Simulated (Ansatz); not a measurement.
Consider the following.

CaZn5:
```xyz
6
Lattice="5.3246 0.0000 0.0000 -2.6623 4.6112 0.0000 0.0000 0.0000 4.1648" Properties=species:S:1:pos:R:3 pbc="T T T"
Ca     0.0000     0.0000     0.0000
Zn     2.6623     0.0000     2.0824
Zn     1.3311     2.3056     2.0824
Zn    -1.3311     2.3056     2.0824
Zn     0.0000     3.0741     0.0000
Zn     2.6623     1.5371     0.0000
```

This is the r²SCAN-relaxed structure.

Problem. All from DFT-r²SCAN in the program Ansatz with PAW potentials, unless another level is named. Predict the formation energy from the elements (no fitted shifts).

Solution. -0.26 eV/atom.

Problem. Give the density of states at the Fermi level.

Solution. 0.31 states/eV per atom (mean over ±0.08 eV).

Space group P6/mmm. The first step of the workflow began from a Materials Project structure, measured or hypothetical; the Crystallography Open Database copy checked does not list it. Its standing as an ambient phase is unchecked. The cell was relaxed with r²SCAN under the symmetry of its start; its stability against distortions is not shown here. The references are the lowest solids computed at this level, not always the standard phases.

Potentials: the later of the program's two PAW sets.
